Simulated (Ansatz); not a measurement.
Hf2O:
```cif
data_Hf4O2
_chemical_formula_sum 'Hf4 O2'
_space_group_name_H-M_alt 'P63/mmc'
_space_group_IT_number 194
_space_group_name_Hall '-P 6c 2c'
_cell_length_a 3.12879
_cell_length_b 3.12879
_cell_length_c 10.77422
_cell_angle_alpha 90.000
_cell_angle_beta 90.000
_cell_angle_gamma 120.000
loop_
_atom_site_label
_atom_site_type_symbol
_atom_site_symmetry_multiplicity
_atom_site_Wyckoff_symbol
_atom_site_fract_x
_atom_site_fract_y
_atom_site_fract_z
_atom_site_occupancy
Hf1 Hf 4 f 0.33333 0.66667 0.11104 1
O1 O 2 b 0.00000 0.00000 0.25000 1
```

This is the PBEsol-relaxed structure.

All from DFT-PBEsol in the program Ansatz with PAW potentials, unless another level is named. Give the electronic character.

metallic (no gap).

And the formation energy from the elements (no fitted shifts)?

-1.60 eV/atom.

Next, the density of states at the Fermi level?

0.35 states/eV per atom (mean over ±0.08 eV).

Give the gap with spin–orbit coupling.

none (metallic).

Space group P6_3/mmc. The start of the workflow was typed in or built on a structure type; neither database checked (COD, Materials Project) lists it. Its standing as an ambient phase is unchecked. Symmetry was held in the PBEsol relaxation; its stability against distortions is not shown here. No spin polarisation was allowed. The references are the lowest solids computed at this level, not always the standard phases (solids in place of the gases). Scalar-relativistic: spin–orbit coupling is off unless named, which matters more the heavier the elements.

Potentials: the earlier of the program's two PAW sets. The files were generated under PBE; for other functionals the program regenerates the frozen cores, and for LDA and PBEsol the local potential too.
